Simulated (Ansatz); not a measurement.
Input and command of a plane-wave DFT calculation in Ansatz:

```yaml
crystal:
  lattice:
    - [4.547, 0.0, 0.0]
    - [0.0, 4.547, 0.0]
    - [0.0, 0.0, 4.547]
  atoms:
    - { symbol: Rb, position: [-0.0063486944, -0.0063486944, -0.0063486944] }
    - { symbol: Ca, position: [0.5, 0.5, 0.5] }
    - { symbol: H, position: [0.0, 0.5, 0.5] }
    - { symbol: H, position: [0.5, 0.0, 0.5] }
    - { symbol: H, position: [0.5, 0.5, 0.0] }
basis:
  ecutwfc: 420
kpoints:
  mp_grid: { grid: [6, 6, 6] }
hamiltonian:
  xc: lda
scf:
  occupations: { method: gaussian, width: 0.05 }
output:
  forces: true
  stress: true
  eigenvalues: true
```

```bash
ansatz run input.yaml --threads 1 --pin off --max-ram 2560MiB --backend cpu --events-out ev --progress --plain --runs-dir out
```

Processor: Arm Neoverse V1, 1 thread, on a host shared with other jobs.

Q: Estimate time, memory and problem size.

A: About 4.3 s on 1 thread of Arm Neoverse V1, on a shared host, peak memory 0.34 GiB. It solves 16 bands at 32 k points (the mesh reduced by symmetry) with about 1839 plane waves, in 6 SCF iterations.
